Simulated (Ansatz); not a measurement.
Ag:
Space group P6/mmm (No. 191); a = b = 5.3292 Å, c = 5.2003 Å, α = β = 90.00°, γ = 120.00°

```
atom  site  symmetry       x       y       z
----  ----  --------  ------  ------  ------
Ag      2e       6mm  0.0000  0.0000  0.2530
Ag      2d      -6m2  0.3333  0.6667  0.5000
Ag      3f       mmm  0.0000  0.5000  0.0000
```

Relaxed with r²SCAN.

Question: Which orbitals make up the states near the Fermi level in r²SCAN (plane waves, PAW; program Ansatz)?

Answer: Within 0.5 eV of the Fermi level: Ag 5s 62 %, Ag 4d 14 %, outside the projected shells 23 %. Projections are on Löwdin-orthogonalised atomic valence shells; empty p or d shells of many metals are not among them.

Question: Tabulate the density of states.

Answer: States/eV per cell of 7 atoms, in 0.25 eV bins, energy from the Fermi level.

```csv
E (eV),total,Ag 4d,Ag 5s,Ag 4p
-7.85,0.04,0.01,0.03,0.00
-7.60,0.42,0.12,0.28,0.00
-7.35,0.94,0.42,0.50,0.00
-7.10,1.92,1.19,0.71,0.01
-6.85,3.90,2.78,1.08,0.01
-6.60,9.45,8.05,1.35,0.02
-6.35,13.68,12.33,1.30,0.02
-6.10,12.24,10.90,1.28,0.02
-5.85,17.05,15.17,1.79,0.03
-5.60,20.68,19.49,1.09,0.03
-5.35,20.48,19.41,0.97,0.02
-5.10,20.71,19.34,1.21,0.03
-4.85,19.43,18.35,0.92,0.02
-4.60,20.35,19.32,0.87,0.02
-4.35,26.47,25.48,0.78,0.02
-4.10,22.59,21.87,0.59,0.01
-3.85,20.68,20.22,0.39,0.01
-3.60,34.91,34.54,0.32,0.01
-3.35,15.35,14.87,0.44,0.01
-3.10,6.38,5.73,0.61,0.01
-2.85,2.86,2.21,0.62,0.01
-2.60,1.79,0.97,0.78,0.01
-2.35,1.49,0.63,0.82,0.01
-2.10,1.37,0.50,0.81,0.01
-1.85,1.45,0.47,0.90,0.01
-1.60,1.53,0.45,0.99,0.01
-1.35,1.50,0.39,0.99,0.01
-1.10,1.59,0.37,1.06,0.01
-0.85,1.63,0.34,1.10,0.01
-0.60,1.65,0.31,1.10,0.01
-0.35,1.74,0.29,1.14,0.01
-0.10,1.84,0.28,1.17,0.00
0.15,1.82,0.24,1.11,0.00
0.40,1.88,0.21,1.09,0.00
0.65,2.01,0.20,1.11,0.00
0.90,2.04,0.18,1.07,0.00
1.15,2.21,0.17,0.99,0.00
1.40,2.55,0.17,0.99,0.00
1.65,2.22,0.13,0.71,0.00
1.90,1.86,0.09,0.49,0.00
2.15,1.27,0.06,0.34,0.00
2.40,0.80,0.04,0.21,0.00
2.65,0.68,0.03,0.23,0.00
2.90,1.52,0.08,0.72,0.00
3.15,1.76,0.08,0.89,0.00
3.40,1.84,0.08,0.79,0.00
3.65,2.32,0.09,0.92,0.00
3.90,2.19,0.09,0.88,0.00
4.15,1.88,0.07,0.71,0.00
4.40,1.69,0.05,0.63,0.00
4.65,2.05,0.06,0.82,0.00
4.90,2.12,0.06,0.78,0.00
```

The start of the workflow was typed in or built on a structure type; neither database checked (COD, Materials Project) lists it. It is not the phase usual at ambient conditions (space group No. 225). Symmetry was held in the r²SCAN relaxation. At this level the phase is mechanically unstable. No spin polarisation was allowed. Axis ratios of metals converge slowly with the k-mesh, so a and c are less sure than the volume. Spin–orbit coupling is left out wherever it is not named.

Potentials: the later of the program's two PAW sets.
